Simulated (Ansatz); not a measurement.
A distorted cell of TiAl (CuAu type, space group P4/mmm):

```yaml
crystal:
  lattice:
    - [5.64852, 0.00000, 0.00000]
    - [2.82426, 2.82426, 0.00000]
    - [0.00000, 0.00000, 4.07079]
  atoms:
    - { symbol: Al, position: [0.99115, 0.50000, 0.50000] }
    - { symbol: Al, position: [0.50885, 0.50000, 0.50000] }
    - { symbol: Ti, position: [0.99335, 0.01330, 0.00000] }
    - { symbol: Ti, position: [0.50665, 0.98670, 0.00000] }
```

Computed with PBE (plane waves to 420 eV, PAW, scalar-relativistic; Ansatz, a first-principles code). k mesh 16×16×12 (Γ-centred), Fermi-Dirac smearing 0.05 eV. Compression counts positive. With partly filled bands, energies and forces of such displacements shift with the k mesh and the smearing. TiAl is run without spin polarisation. TiAl was relaxed with its symmetry unable to fall.

Question: What forces act on the atoms (eV/Å, Cartesian)?

Answer: 
```tsv
atom	Fx	Fy	Fz
Al1	0.513	0.000	0.000
Al2	-0.513	0.000	0.000
Ti3	0.000	-0.675	0.000
Ti4	0.000	0.675	0.000
```

(A displaced cell: forces are minus the slopes of the energy, force constants its curvatures, and phonons follow from these.)
